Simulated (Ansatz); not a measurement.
Relax this structure to zero stress and force, keeping its symmetry:

```
Ta Co
1.0
     3.58977    0.00000    0.00000
     0.00000    3.58977    0.00000
     0.00000    0.00000    3.58977
Ta Co
1 3
Direct
  0.00000 0.00000 0.00000
  0.00000 0.50000 0.50000
  0.50000 0.00000 0.50000
  0.50000 0.50000 0.00000
```

Theory: Ansatz 0.2.0, DFT PBEsol, scalar-relativistic, plane waves, PAW.

Settings: cutoff 420 eV, Γ-centred mesh 12×12×12 on the computed 4-atom cell, Gaussian smearing of 0.10 eV; no spin polarisation.

Q: What does it relax to?

A: The volume goes down by 0.01 Å³/atom to 11.56 Å³/atom, and the energy changes by under 0.1 meV/atom. Final structure:
```yaml
crystal:
  lattice:
    - [3.58901, 0.00000, 0.00000]
    - [0.00000, 3.58901, 0.00000]
    - [0.00000, 0.00000, 3.58901]
  atoms:
    - { symbol: Ta, position: [0.00000, 0.00000, 0.00000] }
    - { symbol: Co, position: [0.00000, 0.50000, 0.50000] }
    - { symbol: Co, position: [0.50000, 0.00000, 0.50000] }
    - { symbol: Co, position: [0.50000, 0.50000, 0.00000] }
```

Spin–orbit coupling is left out, which can shift energies with elements as heavy as these.

Cost: 1 run of about 0.69 core-minutes, on Arm Neoverse N1 (shared hosts).